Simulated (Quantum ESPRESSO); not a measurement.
**Band energies of SrTiO$_{3}$**

```
SrTiO3
1.0
   -2.76579     2.76579     3.91472
    2.76579    -2.76579     3.91472
    2.76579     2.76579    -3.91472
O Ti Sr
6 2 2
Direct
  0.24105   0.74105   0.98210
  0.75895   0.25895   0.01790
  0.74105   0.75895   0.50000
  0.25895   0.24105   0.50000
  0.75000   0.75000   0.00000
  0.25000   0.25000   0.00000
  0.00000   0.00000   0.00000
  0.50000   0.50000   0.00000
  0.75000   0.25000   0.50000
  0.25000   0.75000   0.50000
```

LDA (pw.x of Quantum ESPRESSO, ONCV potentials, without SOC); path ΓXYSΓZS1NPY1Z,XP; energies in eV from the valence-band maximum.

| k (1/Å) | point | band 36 | band 37 | band 38 | band 39 | band 40 | band 41 | band 42 | band 43 |
|---|---|---|---|---|---|---|---|---|---|
| 0.00 | Γ | -0.35 | -0.35 | -0.02 | 0.00 | 0.00 | 1.82 | 1.82 | 1.82 |
| 0.20 |  | -0.45 | -0.45 | -0.20 | -0.19 | -0.01 | 1.84 | 2.17 | 2.18 |
| 0.60 |  | -1.24 | -1.23 | -0.69 | -0.69 | -0.07 | 1.96 | 3.52 | 3.52 |
| 0.80 | X | -1.55 | -1.53 | -0.73 | -0.73 | -0.08 | 1.98 | 3.76 | 3.77 |
| 0.80 | Y | -1.44 | -1.33 | -1.33 | -0.63 | -0.63 | 2.95 | 2.96 | 3.76 |
| 1.09 | S | -1.49 | -1.44 | -1.26 | -1.00 | -0.30 | 2.54 | 3.50 | 3.57 |
| 1.26 |  | -1.28 | -1.05 | -1.05 | -0.78 | -0.56 | 3.10 | 3.14 | 3.26 |
| 1.43 |  | -0.97 | -0.82 | -0.78 | -0.68 | -0.41 | 2.70 | 2.85 | 3.10 |
| 1.77 |  | -0.50 | -0.44 | -0.14 | -0.10 | -0.04 | 1.94 | 1.98 | 2.07 |
| 1.94 | Γ | -0.35 | -0.35 | -0.02 | 0.00 | 0.00 | 1.82 | 1.82 | 1.82 |
| 2.14 |  | -0.45 | -0.45 | -0.18 | -0.18 | -0.03 | 1.84 | 2.17 | 2.17 |
| 2.54 |  | -1.24 | -1.24 | -0.69 | -0.69 | -0.07 | 1.96 | 3.51 | 3.51 |
| 2.74 | Z | -1.55 | -1.55 | -0.72 | -0.72 | -0.08 | 1.99 | 3.73 | 3.73 |
| 2.74 | S1 | -1.49 | -1.44 | -1.26 | -1.00 | -0.30 | 2.54 | 3.50 | 3.57 |
| 2.91 |  | -1.32 | -1.19 | -1.05 | -0.95 | -0.44 | 2.84 | 3.35 | 3.44 |
| 3.23 | N | -0.95 | -0.88 | -0.88 | -0.61 | -0.61 | 3.32 | 3.32 | 3.37 |
| 3.52 |  | -1.27 | -1.13 | -1.13 | -0.64 | -0.64 | 3.07 | 3.07 | 3.59 |
| 3.80 | P | -1.45 | -1.33 | -1.33 | -0.64 | -0.64 | 2.96 | 2.96 | 3.77 |
| 4.08 |  | -1.49 | -1.45 | -1.26 | -1.00 | -0.30 | 2.54 | 3.51 | 3.57 |
| 4.23 |  | -1.48 | -1.43 | -1.11 | -0.96 | -0.39 | 2.66 | 3.28 | 3.72 |
| 4.37 | Y1 | -1.44 | -1.33 | -1.33 | -0.63 | -0.63 | 2.95 | 2.96 | 3.76 |
| 4.50 |  | -1.54 | -1.21 | -1.09 | -1.06 | -0.31 | 2.51 | 3.37 | 3.75 |
| 4.77 | Z | -1.55 | -1.55 | -0.72 | -0.72 | -0.08 | 1.99 | 3.73 | 3.73 |
| 4.77 | X | -1.55 | -1.53 | -0.73 | -0.73 | -0.08 | 1.98 | 3.76 | 3.77 |
| 4.90 |  | -1.56 | -1.54 | -0.89 | -0.83 | -0.14 | 2.13 | 3.67 | 3.76 |
| 5.17 | P | -1.45 | -1.33 | -1.33 | -0.64 | -0.64 | 2.96 | 2.96 | 3.77 |

The LDA gap is direct, 1.82 eV at Γ.

Geometry of the Materials Project entry, not relaxed at this level.

This is not the ordinary phase of the substance.
